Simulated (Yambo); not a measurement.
G0W0@PBEsol for Ba2MgMoO6 (space group Fm-3m, No. 225) in Yambo. Reference settings: 2×2×2 Γ-centred k mesh, bands 3 to 214 and a 7 Ry block in the screening, 214 bands in G with the Bruneval-Gonze terminator, plasmon pole fitted at 27.2 eV. The PBEsol gap Γ → X on this mesh is 2.00 eV; G0W0 gaps are taken between the same points.

The settings were changed. The gap went from 3.47 eV to 3.40 eV, and the shift of the valence edge from -0.34 eV to -0.08 eV.

**Question.** Which change was made?
A. 143 bands in G
B. 3 Ry block
C. 91 bands in W, 91 bands in G
D. no random integration

**Answer.** D, no random integration. The others gave (gap, valence shift): 3 Ry block: 3.63, -0.35 eV; 143 bands in G: 3.49, -0.33 eV; 91 bands in W, 91 bands in G: 3.64, -0.13 eV.

Spin-orbit coupling is not included.

Geometry of the Materials Project entry, not relaxed at this level; primitive cell a = b = c = 5.8070 Å, α = β = γ = 60.00°.

The structure is a Materials Project entry; no match was found in the copy of COD used, and its stability was not checked.

A shift is the quasiparticle energy of the state minus its PBEsol energy.
